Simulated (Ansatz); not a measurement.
AgI (wurtzite), relaxed with HSE06 (Ansatz, an electronic-structure program, plane waves, PAW): a = b = 4.680 Å, c = 7.647 Å, α = β = 90.00°, γ = 120.00°.

- gap (eV) = 2.53
- B₀ by P(V) fit (GPa) = 25.8

Problem. The same phase is relaxed and computed with PBE in the same code. What are the cell and these values now?

Solution. a = b = 4.6855 Å, c = 7.6627 Å, α = β = 90.00°, γ = 120.00°.

gap (eV): 1.37
B₀ by P(V) fit (GPa): 25.9

All cells were relaxed under the symmetry of their starts (and spin orders); stability against distortions was not tested throughout. Rows with no word on spin ran without spin polarisation. Scalar-relativistic: spin–orbit coupling is off unless named, which matters more the heavier the elements.

Potentials: the earlier of the program's two PAW sets.

Ansatz is a plane-wave DFT program.
